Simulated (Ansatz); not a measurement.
**Notes on Sr$_{2}$CdP$_{2}$**

```
CELL_PARAMETERS angstrom
-2.30981 3.00661 4.65417
4.61962 0.00000 0.00000
2.30981 3.00661 -4.65417
ATOMIC_POSITIONS crystal
P 0.73034 0.50000 0.73034
P 0.26966 0.50000 0.26966
Cd 0.00000 0.00000 0.00000
Sr 0.69995 0.19995 0.30005
Sr 0.30005 0.80005 0.69995
```

Level: PBE, no spin polarisation; 420 eV; 8×8×8 Γ-centred mesh; fermi-dirac occupations (width 0.1 eV); Ansatz 0.2.0, fixed geometry.

(1) How is the charge shared?

(2) Where is the largest force?

(3) Is the cell too large or too small?

(4) What is the formation energy?

(5) What do density and ELF say about some of the short contacts?

(6) Is there a gap?

Origin: a known structure type with other elements, at an estimated volume, so it need not be a known compound.

## Answers

(1) Bader charges in e: Sr +1.29, Cd -0.18, P -1.20. In the mean Sr gives up most and P takes most.

(2) The largest is on P2 (and as large on other atoms): 0.52 eV/Å, components (0.00, 0.52, 0.00). It makes 0° with the line to a nearest neighbour, P1 at 2.77 Å, pointing towards it.

(3) The pressure is -0.8 GPa (compression positive), so with the atoms held at these fractions the cell would first shrink. The principal stresses -2.2, -2.2, 2.1 GPa differ, so its shape would change too.

(4) -0.62 eV an atom against the elements' usual phases (free molecules for gases, crystals otherwise, with no correction for O₂ or N₂), so it is bound against them; other compounds may still compete. Relaxing would lower it.

(5) P–P at 2.77 Å: least valence density 0.29 e/Å³ and ELF 0.50 there. P–Cd at 2.82 Å: least valence density 0.25 e/Å³ and ELF 0.30 there. P–Sr at 3.23 Å: least valence density 0.12 e/Å³ and ELF 0.12 there. Both are smooth PAW fields, read partly inside the augmentation spheres.

(6) It is a metal, with about 2.4 states/eV a cell as the mean within 0.25 eV of the Fermi level.
